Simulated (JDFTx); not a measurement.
ScAl3(100) slab cut from bulk ScAl3 (space group Pm-3m, indices of the conventional cell, lattice of the Materials Project entry mp-2121, not re-optimised): 6 atoms in 3 planes, a 1x1 cell of 16.71 Å² (|a| = 4.088, |b| = 4.088 Å), 4.2 Å between the outermost planes, Al outermost, slab composition ScAl5, cell height 20.1 Å, 6×6×1 k mesh, Fermi smearing 0.01 Ha, no spin polarisation. Whether this polymorph is the ambient one wasn't checked. Neither spin polarisation nor a larger cell was tried.

Profiles through the double layer of this slab, charged, in CANDLE, acetonitrile, 1 M NaCl; PBE, GBRV ultrasoft potentials, plane waves to 20/100 Ha, JDFTx (a modified build). z is the height above the outermost atoms, φ the plane-averaged electrostatic potential energy of an electron (zero in the bulk liquid), ρ_b the bound charge of solvent and ions, s the cavity shape function (0 in the solid, 1 in the liquid).

```tsv
z (Å)	n (e/Å³)	s	φ (eV)	ρ_b (10⁻³ e/Å³)
0.81	0.1089	0.00	-3.315	-0.01
1.26	0.0535	0.00	-2.219	-0.52
1.70	0.0200	0.00	-0.855	-4.26
2.15	0.0065	0.03	-0.272	-4.73
2.60	0.0020	0.13	-0.127	-0.64
3.04	0.0006	0.26	-0.080	0.01
3.49	0.0002	0.39	-0.056	-0.06
3.94	0.0000	0.53	-0.041	-0.08
4.38	0.0000	0.66	-0.031	-0.07
4.83	0.0000	0.79	-0.024	-0.05
5.28	0.0000	0.92	-0.019	-0.03
5.72	0.0000	0.99	-0.015	-0.02
6.17	0.0000	1.00	-0.012	-0.02
6.62	0.0000	1.00	-0.010	-0.01
7.06	0.0000	1.00	-0.008	-0.01
7.51	0.0000	1.00	-0.007	-0.01
```

**Question.** Is the electrode positively or negatively charged, and roughly by how much?

**Answer.** Positively: σ = 7.6 μC/cm² per face. The liquid's bound charge is of the opposite sign overall, and far from the surface φ decays with the screening length (2.1 Å).
